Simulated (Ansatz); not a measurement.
Li3Hg:
```yaml
crystal:
  lattice:
    - [0.00000, 3.15716, 3.15716]
    - [3.15716, 0.00000, 3.15716]
    - [3.15716, 3.15716, 0.00000]
  atoms:
    - { symbol: Li, position: [0.25000, 0.25000, 0.25000] }
    - { symbol: Li, position: [0.75000, 0.75000, 0.75000] }
    - { symbol: Hg, position: [0.00000, 0.00000, 0.00000] }
    - { symbol: Li, position: [0.50000, 0.50000, 0.50000] }
```

Relaxed with LDA. Special points in fractions of this cell's reciprocal vectors: Γ (0.000, 0.000, 0.000); X (0.500, 0.000, 0.500); U (0.625, 0.250, 0.625); K (0.375, 0.375, 0.750); L (0.500, 0.500, 0.500); W (0.500, 0.250, 0.750).

List the band energies nearest the Fermi level at these points for LDA (plane waves, PAW; program Ansatz).

In eV from the Fermi level; about four levels below and three above (degenerate sets whole), none deeper than 8.9 eV; points with the same levels are listed once.

```csv
k,below,above
Γ,-7.36 -7.36 -7.36 -7.15 -7.15 -6.78,3.37 3.37 3.37
X,-4.70 -1.79 -0.42 -0.42,2.93 5.44 10.17 10.17
U,-7.12 -4.81 -1.41 -1.29,0.18 3.79 6.38
L,-7.10 -7.10 -5.30 -2.47,2.28 2.28 3.79 3.79
W,-4.75 -1.15 -1.15 -0.70,4.85 6.77 7.02 7.02
```

Space group Fm-3m. The workflow started from an entry of the Crystallography Open Database (COD). Its standing as an ambient phase is unchecked. The LDA relaxation kept the symmetry of its start; of distortions, only those at the zone centre were tested. Scalar-relativistic: spin–orbit coupling is off unless named, which matters more the heavier the elements.

Potentials: the later of the program's two PAW sets.
